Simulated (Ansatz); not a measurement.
The relaxed structure here is a generated cell of ScAu: the first start was made by a random draw of sites in a space group, and the end was not matched to a known phase here, so it may be hypothetical.

One stationary structure of ScAu. Space group P6/mmm (No. 191). These are PBE (plane waves to 420 eV, PAW, scalar-relativistic; Ansatz, an electronic-structure program) values and carry that method's errors.

```cif
data_Au2Sc2
_chemical_formula_sum 'Au2 Sc2'
_space_group_name_H-M_alt 'P 1'
_space_group_IT_number 1
_cell_length_a 4.95053
_cell_length_b 4.95053
_cell_length_c 5.22655
_cell_angle_alpha 90.000
_cell_angle_beta 90.000
_cell_angle_gamma 120.000
loop_
_space_group_symop_operation_xyz
  'x, y, z'
loop_
_atom_site_label
_atom_site_type_symbol
_atom_site_fract_x
_atom_site_fract_y
_atom_site_fract_z
_atom_site_occupancy
Au1 Au 0.00000 0.00000 0.00000 1
Au2 Au 0.00000 0.00000 0.50000 1
Sc1 Sc 0.33333 0.66667 0.50000 1
Sc2 Sc 0.66667 0.33333 0.50000 1
```

Volume per atom: 27.73 Å³
Density: 7.24 g/cm³
Band gap: no gap (metallic)
Shortest distances: Au–Au 2.61 Å; Sc–Sc 2.86 Å; Au–Sc 2.86 Å
k-mesh: 11×11×9

No spin polarisation in the result.

The run could not lose the symmetry of its start: the end is stationary, and may be a saddle point rather than a minimum.

All atoms sit on sites fixed by symmetry, so only the cell could relax.
